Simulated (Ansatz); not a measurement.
Relaxed candidate structures of BRh:

A. Pm-3m (No. 221), cP2, CsCl type; a = 2.6806 Å, b = 2.6806 Å, c = 2.6806 Å, α = 90.00°, β = 90.00°, γ = 90.00°; B 1a (0.000, 0.000, 0.000); Rh 1b (0.500, 0.500, 0.500)

B. P6₃/mmc (No. 194), hP4, NiAs type; a = b = 3.355 Å, c = 4.088 Å, α = β = 90.00°, γ = 120.00°; B 2a (0.000, 0.000, 0.000); Rh 2c (0.333, 0.667, 0.250)

Question: Put the candidates in order of energy per atom, lowest first, for PBEsol (plane waves to 420 eV, PAW, scalar-relativistic; Ansatz, a quantum-chemistry and plane-wave program).

Answer: B (reference, the lowest of the structures calculated here), A (+0.37 eV/atom)

Each run could gain symmetry but not lose that of its start, so entries can be saddle points. From databases, or of a type measured for this composition: P6₃/mmc, hP4, NiAs type; the others are generated cells (placed on structure types, drawn at random, substituted or restacked) that were not matched to a known phase here. Static energies at zero pressure. Each cell has its own k-point mesh; energy differences are given only to the digits this allows. No spin polarisation in the result.
